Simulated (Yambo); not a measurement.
LiF at -0.7 % isotropic strain: lowest vertical excitons

```
LiF
1.0
    0.00000     1.98667     1.98667
    1.98667     0.00000     1.98667
    1.98667     1.98667     0.00000
Li F
1 1
Direct
  0.00000   0.00000   0.00000
  0.50000   0.50000   0.50000
```

The PBEsol cell relaxed from Materials Project entry mp-1138 was given an isotropic strain of -0.7 % on all lattice vectors, and the atoms were relaxed again.

BSE in Yambo on PBEsol (Quantum ESPRESSO, PseudoDojo norm-conserving, 84 Ry, without SOC) bands: 10×10×10 mesh, 3 valence and 1 conduction bands, static screening with 9 bands and a 4 Ry block, scissor 4.78 eV, Tamm-Dancoff; field along x.

```tsv
state	energy (eV)	states within 2 meV	relative strength	class	main transitions
1	11.73	3	1.00	strong	several band pairs
2	13.23	3	< 0.01	dark	several band pairs
3	13.29	3	0.15	strong	several band pairs
4	13.30	2	< 0.01	dark	several band pairs
5	13.42	3	< 0.01	dark	several band pairs
6	13.62	3	0.10	strong	several band pairs
```

These are vertical excitations (zero momentum). The direct quasiparticle gap on this mesh is 14.09 eV; counted from there, state 1 is bound by 2.36 eV. Convergence with the mesh was not shown.

Spin singlets only. Strengths are relative to the strongest of the lowest states of this run; strong means a line over 3 % of the spectrum's maximum, dark under 0.03 %. Absolute energies carry the error of the G0W0 scissor, whose convergence isn't established.
